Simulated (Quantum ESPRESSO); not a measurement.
# Al7InAs8: input and log of a self-consistent run

Simulated, not a measurement. The program is pw.x of Quantum ESPRESSO 7.5 (plane-wave density functional theory). The cell is made up: 16 atoms on a doubled zincblende/diamond lattice, with randomly drawn elements, strain and displacements, not relaxed. PseudoDojo standard norm-conserving files (v0.5 for PBE, v0.4.1 for LDA and PBEsol) set the functional; there is no spin polarisation, spin-orbit coupling or dispersion term, and the masses in the input are unused placeholders.

Input:

```
&control calculation='scf', pseudo_dir='./dojo.nc.sr.pbe.v0_5.standard.upf', outdir='./o', disk_io='low', tprnfor=.true., tstress=.true. /
&system ibrav=0, nat=16, ntyp=3, nbnd=83, ecutwfc=84.00895049, nosym=.true., tot_charge=0,
 occupations='smearing', smearing='fd', degauss=0.0018374661
/
&electrons conv_thr=7.350e-09, electron_maxstep=60, /
ATOMIC_SPECIES
Al 1.0 Al.upf
As 1.0 As.upf
In 1.0 In.upf
CELL_PARAMETERS angstrom
5.7151 0.108 0.0
0.108 5.7151 0.0
0.0 0.0 11.4302
ATOMIC_POSITIONS angstrom
Al 0.0491 0.0082 0.1159
Al 0.0823 2.8066 2.8328
Al 2.9161 0.1302 2.7645
Al 2.9974 2.9755 -0.0914
Al -0.0609 -0.0001 5.7254
In 0.0739 2.9273 8.5319
Al 2.9136 0.0403 8.6385
Al 2.9256 2.9216 5.7576
As 1.442 1.498 1.4936
As 1.4508 4.3447 4.2266
As 4.3007 1.4874 4.3138
As 4.5004 4.3586 1.4707
As 1.5021 1.4717 7.1692
As 1.5693 4.3655 9.9285
As 4.2579 1.5453 9.9805
As 4.3177 4.2846 7.1222
K_POINTS automatic
4 4 2 1 1 1
```

The log is shortened where brackets say so; the opening notice, blank lines, dates and the lines on written files are dropped, and the path of the files is cut. It prints rydbergs, bohrs and kilobars, and counts compression as positive stress.

```
     Program PWSCF v.7.5
     Parallel version (MPI & OpenMP), running on       4 processor cores
     Number of MPI processes:                 4
     Threads/MPI process:                     1
     [start-up lines left out]
     bravais-lattice index     =            0
     lattice parameter (alat)  =      10.8019  a.u.
     unit-cell volume          =    2518.5059 (a.u.)^3
     number of atoms/cell      =           16
     number of atomic types    =            3
     number of electrons       =       154.00
     number of Kohn-Sham states=           83
     kinetic-energy cutoff     =      84.0090  Ry
     charge density cutoff     =     336.0358  Ry
     scf convergence threshold =      7.3E-09
     mixing beta               =       0.7000
     number of iterations used =            8  plain     mixing
     Exchange-correlation= PBE
                           (   1   4   3   4   0   0   0)
     [axes and pseudopotential details left out]
   Cartesian axes
     site n.     atom                  positions (alat units)
         1        Al     tau(   1) = (   0.0085897   0.0014345   0.0202760  )
         2        Al     tau(   2) = (   0.0143979   0.4909974   0.4955809  )
         3        Al     tau(   3) = (   0.5101537   0.0227777   0.4836322  )
         4        Al     tau(   4) = (   0.5243766   0.5205454  -0.0159899  )
         5        Al     tau(   5) = (  -0.0106541  -0.0000175   1.0016234  )
         6        In     tau(   6) = (   0.0129283   0.5121131   1.4926033  )
         7        Al     tau(   7) = (   0.5097163   0.0070502   1.5112523  )
         8        Al     tau(   8) = (   0.5118157   0.5111159   1.0072566  )
         9        As     tau(   9) = (   0.2522690   0.2620659   0.2612961  )
        10        As     tau(  10) = (   0.2538085   0.7600785   0.7394176  )
        11        As     tau(  11) = (   0.7523809   0.2602115   0.7546727  )
        12        As     tau(  12) = (   0.7873172   0.7625102   0.2572899  )
        13        As     tau(  13) = (   0.2627831   0.2574648   1.2542073  )
        14        As     tau(  14) = (   0.2745394   0.7637173   1.7369298  )
        15        As     tau(  15) = (   0.7448933   0.2703407   1.7460269  )
        16        As     tau(  16) = (   0.7553550   0.7495643   1.2459850  )
     number of k points=    16  Fermi-Dirac smearing, width (Ry)=  0.0018
                       cart. coord. in units 2pi/alat
        k(    1) = (   0.1227036   0.1227036   0.1250223), wk =   0.1250000
        k(    2) = (   0.1227036   0.1227036  -0.1250223), wk =   0.1250000
     [further k points left out]
     Dense  grid:   262081 G-vectors     FFT dimensions: (  64,  64, 128)
     Estimated max dynamical RAM per process >     684.20 MB
     Estimated total dynamical RAM >       2.49 GB
     Initial potential from superposition of free atoms
     starting charge     153.9771, renormalised to     154.0000
     Starting wfcs are  109 randomized atomic wfcs
     total cpu time spent up to now is       16.6 secs
     per-process dynamical memory:   465.4 Mb
     Self-consistent Calculation
     iteration #  1     ecut=    84.01 Ry     beta= 0.70
     Davidson diagonalization with overlap
     ethr =  1.00E-02,  avg # of iterations =  4.0
     Threshold (ethr) on eigenvalues was too large:
     Diagonalizing with lowered threshold
     Davidson diagonalization with overlap
     ethr =  3.32E-04,  avg # of iterations =  2.3
     total cpu time spent up to now is       91.0 secs
     total energy              =   -1862.74258456 Ry
     estimated scf accuracy    <       0.54190344 Ry
     iteration #  2     ecut=    84.01 Ry     beta= 0.70
     Davidson diagonalization with overlap
     ethr =  3.52E-04,  avg # of iterations =  7.4
     total cpu time spent up to now is      129.0 secs
     total energy              =   -1862.80642010 Ry
     estimated scf accuracy    <       0.12777258 Ry
     iteration #  3     ecut=    84.01 Ry     beta= 0.70
     Davidson diagonalization with overlap
     ethr =  8.30E-05,  avg # of iterations =  9.5
     total cpu time spent up to now is      174.0 secs
     total energy              =   -1862.80736585 Ry
     estimated scf accuracy    <       0.21723872 Ry
     iteration #  4     ecut=    84.01 Ry     beta= 0.70
     Davidson diagonalization with overlap
     ethr =  8.30E-05,  avg # of iterations =  9.7
     total cpu time spent up to now is      210.6 secs
     total energy              =   -1862.85021512 Ry
     estimated scf accuracy    <       0.01439514 Ry
     iteration #  5     ecut=    84.01 Ry     beta= 0.70
     Davidson diagonalization with overlap
     ethr =  9.35E-06,  avg # of iterations =  7.4
     total cpu time spent up to now is      243.2 secs
     total energy              =   -1862.85195937 Ry
     estimated scf accuracy    <       0.00154825 Ry
     [iterations 6 to 7 left out]
     iteration #  8     ecut=    84.01 Ry     beta= 0.70
     Davidson diagonalization with overlap
     ethr =  5.09E-08,  avg # of iterations =  2.9
     total cpu time spent up to now is      314.7 secs
     total energy              =   -1862.85230884 Ry
     estimated scf accuracy    <       0.00000698 Ry
     iteration #  9     ecut=    84.01 Ry     beta= 0.70
     Davidson diagonalization with overlap
     ethr =  4.53E-09,  avg # of iterations =  4.1
     total cpu time spent up to now is      338.4 secs
     total energy              =   -1862.85231042 Ry
     estimated scf accuracy    <       0.00000103 Ry
     iteration # 10     ecut=    84.01 Ry     beta= 0.70
     Davidson diagonalization with overlap
     ethr =  6.71E-10,  avg # of iterations =  3.2
     total cpu time spent up to now is      359.8 secs
     total energy              =   -1862.85231054 Ry
     estimated scf accuracy    <       0.00000018 Ry
     iteration # 11     ecut=    84.01 Ry     beta= 0.70
     Davidson diagonalization with overlap
     ethr =  1.15E-10,  avg # of iterations =  4.0
     total cpu time spent up to now is      381.9 secs
     total energy              =   -1862.85231058 Ry
     estimated scf accuracy    <       0.00000001 Ry
     iteration # 12     ecut=    84.01 Ry     beta= 0.70
     Davidson diagonalization with overlap
     ethr =  7.81E-12,  avg # of iterations =  3.9
     total cpu time spent up to now is      407.8 secs
     End of self-consistent calculation
     [lines on levels left out]
!    total energy              =   -1862.85231059 Ry
     estimated scf accuracy    <          4.1E-09 Ry
     smearing contrib. (-TS)   =      -0.00000000 Ry
     internal energy E=F+TS    =   -1862.85231059 Ry
     The total energy is F=E-TS. E is the sum of the following terms:
     one-electron contribution =   -1166.63857571 Ry
     hartree contribution      =     651.19397882 Ry
     xc contribution           =    -435.61575772 Ry
     ewald contribution        =    -911.79195598 Ry
     convergence has been achieved in  12 iterations
     Forces acting on atoms (cartesian axes, Ry/au):
     atom    1 type  1   force =     0.00173567    0.01095114   -0.03590580
     atom    2 type  1   force =    -0.01404325    0.01125735    0.06262674
     atom    3 type  1   force =    -0.00557185   -0.02908331    0.04051116
     atom    4 type  1   force =    -0.02672364    0.01056606    0.04631549
     atom    5 type  1   force =     0.02272480   -0.00882891    0.01448323
     atom    6 type  3   force =     0.01041923   -0.03115005    0.04669401
     atom    7 type  1   force =    -0.00452515    0.01125984   -0.03025524
     atom    8 type  1   force =    -0.03390784   -0.00470550   -0.03313561
     atom    9 type  2   force =     0.03674675    0.00086552   -0.06335086
     atom   10 type  2   force =     0.02943922   -0.00328299    0.00514618
     atom   11 type  2   force =    -0.00324041    0.02017355   -0.02213421
     atom   12 type  2   force =    -0.04159620    0.00100303   -0.03002028
     atom   13 type  2   force =     0.02749297   -0.05884986   -0.04597247
     atom   14 type  2   force =     0.00376636    0.03060818    0.06112933
     atom   15 type  2   force =     0.03153489   -0.04871973    0.02594851
     atom   16 type  2   force =    -0.03425155    0.08793568   -0.04208016
     Total force =     0.232572     Total SCF correction =     0.000458
     Computing stress (Cartesian axis) and pressure
          total   stress  (Ry/bohr**3)                   (kbar)     P=       35.85
   0.00025499  -0.00021092   0.00002867           37.51      -31.03        4.22
  -0.00021092   0.00024994   0.00003219          -31.03       36.77        4.74
   0.00002867   0.00003219   0.00022613            4.22        4.74       33.26
     init_run     :     15.48s CPU     16.23s WALL (       1 calls)
     electrons    :    385.34s CPU    391.43s WALL (       1 calls)
     forces       :      4.34s CPU      4.46s WALL (       1 calls)
     stress       :     12.99s CPU     13.34s WALL (       1 calls)
     [timing details left out]
     PWSCF        :   6m58.45s CPU   7m 6.04s WALL
     JOB DONE.
```

In other units: free energy -25345.397 eV for the cell, pressure 3.58 GPa, largest force component 2.261 eV/Å. A rerun of the same cell at another strain at a cutoff of 1437 eV and k mesh 6 x 6 x 4 moved values by no more than 0.017 eV in energy, 0.02 GPa in stress and 0.002 eV/Å in force.